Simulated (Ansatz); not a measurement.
GaP (CsCl type, Pm-3m) at seven volumes, PBE in the plane-wave PAW code Ansatz, scaled uniformly. One row is withheld.

| V (Å³/atom) | P (GPa) |
|---|---|
| 15.147 | 8.44 |
| 15.646 | ? |
| 16.146 | 2.39 |
| 16.645 | 0.00 |
| 17.144 | -1.84 |
| 17.644 | -3.48 |
| 18.143 | -4.98 |

**Question.** Fit the shown pressures and predict the withheld one.

**Answer.** P = (3/2)B₀(x^(7/2) − x^(5/2))[1 + (3/4)(B′ − 4)(x − 1)] with x = (V₀/V)^(2/3). Least squares on the six rows gives V₀ = 16.661 Å³/atom, B₀ = 70.7 GPa, B′ = 4.71. At V = 15.646, x = 1.0428 and P = 5.15 GPa. The run itself gave 5.13 GPa.

A made-up cell: these elements were put on the sites of a structure type; neither database checked (COD, Materials Project) lists it. It is not the phase usual at ambient conditions (space group No. 216). Symmetry was held in the PBE relaxation; its stability against distortions is not shown here. Scalar-relativistic: spin–orbit coupling is off unless named, which matters more the heavier the elements.

Potentials: the later of the program's two PAW sets.
